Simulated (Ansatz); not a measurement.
Level of theory: Ansatz, DFT PBE, scalar-relativistic, plane waves, PAW. All cells share a 420 eV cutoff and Γ-centred k meshes spaced at most about 0.3 Å⁻¹ (about 0.25 or finer for metals, 2π included). No spin polarisation in the final relaxations.

These are static total energies at zero pressure. All come from trial cells, and lower structures may exist.

Task: Order these relaxed structures of ScAl₃P₂ by energy, lowest first, with the energy over the lowest of them.
A.

Space group P4mm (No. 99). a = 4.909 Å, b = 4.909 Å, c = 4.982 Å, α = 90.00°, β = 90.00°, γ = 90.00°
```
atom  site  symmetry       x       y       z
  Sc    1a       4mm  0.0000  0.0000  0.8375
  Al    2c      2mm. 0.5000  0.0000  0.2017
  Al    1b       4mm  0.5000  0.5000  0.5386
   P    2c      2mm. 0.5000  0.0000  0.6947
```

B.

Space group P6/mmm (No. 191). a = 5.348 Å, b = 5.348 Å, c = 4.128 Å, α = 90.00°, β = 90.00°, γ = 120.00°
```csv
atom,site,symmetry,x,y,z
Sc,1a,6/mmm,0.0000,0.0000,0.0000
Al,3g,mmm,0.5000,0.0000,0.5000
P,2c,-6m2,0.6667,0.3333,0.0000
```

C.

Space group Fmm2 (No. 42). a = 6.882 Å, b = 7.803 Å, c = 7.941 Å, α = 90.00°, β = 90.00°, γ = 90.00°
| atom | site | symmetry | x | y | z |
| --- | --- | --- | --- | --- | --- |
| Sc | 4a | mm2 | 0.5000 | 0.0000 | 0.7490 |
| Al | 8c | m.. | 0.0000 | 0.1824 | 0.5614 |
| Al | 4a | mm2 | 0.0000 | 0.0000 | 0.8812 |
| P | 8b | ..2 | 0.2500 | 0.7500 | 0.7904 |

D.

Space group P-4m2 (No. 115). a = 3.867 Å, b = 3.867 Å, c = 6.656 Å, α = 90.00°, β = 90.00°, γ = 90.00°
```csv
atom,site,symmetry,x,y,z
Sc,1b,-4m2,0.5000,0.5000,0.0000
Al,1a,-4m2,0.0000,0.0000,0.0000
Al,2g,2mm.,0.5000,0.0000,0.6684
P,2g,2mm.,0.5000,0.0000,0.3069
```

Result: D (0 meV/atom), C (19 meV/atom), A (204 meV/atom), B (228 meV/atom). Forms: D P-4m2; C Fmm2; A P4mm; B P6/mmm. Counting P atoms around Al and Sc (those within 1.25 times the shortest such distance or 1.15 times the sum of covalent radii, 1.27 where that leaves under three; a plus sign parts nearer from farther groups; the shortest distance is added where it exceeds 1.18 times the sum of covalent radii; a slash parts the counts of unlike sites): D has Sc 4, Al 4 from 2.8 Å/1+4; C has Sc 4, Al 2+2/4 from 2.7 Å; A has Sc 4, Al 2/4; B has Sc 6, Al 4.

Cells relaxed within their symmetry can be saddle points. The Fmm2 cell of ScAl3P2 came from shaking the P4mm one. Some types were kept out of the candidates beforehand, so the set may lack a known form.
